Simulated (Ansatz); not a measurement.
GaSb:
```xyz
2
Lattice="0.0000 3.0657 3.0657 3.0657 0.0000 3.0657 3.0657 3.0657 0.0000" Properties=species:S:1:pos:R:3 pbc="T T T"
Sb     4.5986     4.5986     4.5986
Ga     0.0000     0.0000     0.0000
```

Relaxed with plane-wave PAW r²SCAN (Ansatz code). Indices refer to the conventional cell of F-43m, a = 6.1314 Å, b = 6.1314 Å, c = 6.1314 Å, α = 90.00°, β = 90.00°, γ = 90.00°.

Task: Simulate the powder diffraction pattern (Cu Kα, λ = 1.54184 Å; lines above 1 %) up to 2θ = 90°.

Result: Simulated powder pattern, Cu Kα, λ = 1.54184 Å (kinematic, ideal powder, no thermal factors, no anomalous dispersion; the 30 strongest lines at most, above 1 %, up to 2θ = 90°):

| 2θ (°) | d (Å) | I/Imax (%) | hkl |
|---|---|---|---|
| 25.16 | 3.540 | 100 | (111) |
| 29.13 | 3.066 | 5.8 | (200) |
| 41.66 | 2.168 | 73 | (220) |
| 49.29 | 1.849 | 47 | (311) |
| 51.64 | 1.770 | 1.5 | (222) |
| 60.39 | 1.533 | 12 | (400) |
| 66.47 | 1.407 | 19 | (331) |
| 68.43 | 1.371 | 2.0 | (420) |
| 76.04 | 1.252 | 24 | (422) |
| 81.59 | 1.180 | 14 | (511)+(333) |

Symmetry was held in the r²SCAN relaxation. Spin–orbit coupling is left out wherever it is not named.

Potentials: the later of the program's two PAW sets.
